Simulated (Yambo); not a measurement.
A G0W0@LDA run in Yambo for AlPO4 (space group P6_3mc, No. 186) (3×3×1 Γ-centred k mesh, 297 bands and a 7 Ry block in the screening, 297 bands in G with the Bruneval-Gonze terminator, plasmon pole fitted at 27.2 eV) gives these matrix elements, in eV, at the band edges (Γ → Γ):

| state | E0 | <Vxc> | <Σx> | <Σc(E0)> | Z |
|---|---|---|---|---|---|
| valence edge | 0.000 | -20.064 | -26.015 | 3.584 | 0.826 |
| conduction edge | 5.344 | -8.014 | -4.061 | -2.547 | 0.896 |

### Question
Solve the linearised quasiparticle equation for both states, give the gap, and say how exchange and correlation each act on it.

### Answer
E = E0 + Z(Σx + Σc − Vxc). Valence: 0.000 + 0.826 × (-26.015 + (3.584) − (-20.064)) = -1.96 eV. Conduction: 5.344 + 0.896 × (-4.061 + (-2.547) − (-8.014)) = 6.60 eV. The gap is 8.56 eV, against 5.34 eV in LDA. Replacing Vxc by bare exchange alone would open it by 9.90 eV; correlation takes back 6.13 eV of that, and Z scales what is left. Nearest settings tried, and what they do to the gap: 230 bands in W, 230 bands in G: -1 meV; 6 Ry block (361 vectors against 451): -55 meV; 3×3×2 mesh: +4 meV. So the settings aren't converged at that level. 

Geometry of the Materials Project entry, not relaxed at this level; primitive cell a = b = 5.286 Å, c = 8.629 Å, α = β = 90.00°, γ = 120.00°.
